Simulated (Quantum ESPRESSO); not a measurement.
# Solid-state NMR card for KZnF$_{3}$ (changed cell)

```yaml
crystal:
  lattice:
    - [4.02718, 0.00000, 0.00000]
    - [0.00000, 4.02718, 0.00000]
    - [0.00000, 0.00000, 4.08789]
  atoms:
    - { symbol: K, position: [0.00000, 0.00000, 0.00000] }
    - { symbol: Zn, position: [0.50000, 0.50000, 0.50000] }
    - { symbol: F, position: [0.00000, 0.50000, 0.50000] }
    - { symbol: F, position: [0.50000, 0.00000, 0.50000] }
    - { symbol: F, position: [0.50000, 0.50000, 0.00000] }
```
The cell was made here from a computed Materials Project entry: strained by +1 % along the cube axis and by -0.5 % across it, atoms relaxed (PBE without dispersion, pw.x of a modified build of Quantum ESPRESSO, symmetry kept). The parent is KZnF3 in Pm-3m; whether this form has been observed was not checked. Stability against distortions was not tested.

Computed: shieldings by PBE GIPAW on JTH datasets (Quantum ESPRESSO), 22.5 Ha, k-mesh 5×5×5 shifted, f-sum rule met within 0.004 %.

```
site             site symmetry  σ_iso (ppm)  span Ω (ppm)
---------------  -------------  -----------  ------------
K (atom 1)               4/mmm         1194             2
Zn (atom 2)              4/mmm         1776            20
F1 (atoms 3, 4)            mmm          332            33
F2 (atom 5)              4/mmm          325            34
```

Ω = σ33 − σ11 of the symmetric part; where symmetry doesn't make it nil, it is less certain than σ_iso.

Shieldings are absolute and leave out the bulk-susceptibility term; a larger σ means a smaller chemical shift. By our sweeps, such settings leave a few ppm in absolute σ on light atoms and up to some 20 ppm from Zn on. Static lattice: thermal averaging is not included.
